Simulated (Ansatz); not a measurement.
PbF$_{2}$ (fluorite, Fm-3m), a = 5.9454 Å, b = 5.9454 Å, c = 5.9454 Å, α = 90.00°, β = 90.00°, γ = 90.00°; the cell used has 3 atoms.

Relaxed with r²SCAN+D4.

### Question
Give the optical modes at the zone centre with their infrared and Raman activity from DFPT, r²SCAN+D4 (plane waves, PAW; program Ansatz).

### Answer
Transverse frequencies, without the LO–TO term; a row sums one degenerate level.

```csv
ω (cm⁻¹),degeneracy,IR ((D/Å)²/amu),Raman (Å⁴/amu),activity,symmetry
97,3,22.14,0,IR,T1u
245,3,0.00,11,Raman,T2g
```

### Question
How high does the top mode go among those that the LO–TO term moves?

### Answer
323 cm⁻¹ for q along x.

Symmetry was held in the r²SCAN+D4 relaxation; phonons on a q-mesh show no instability. Spin–orbit coupling is left out wherever it is not named.

Potentials: the later of the program's two PAW sets.
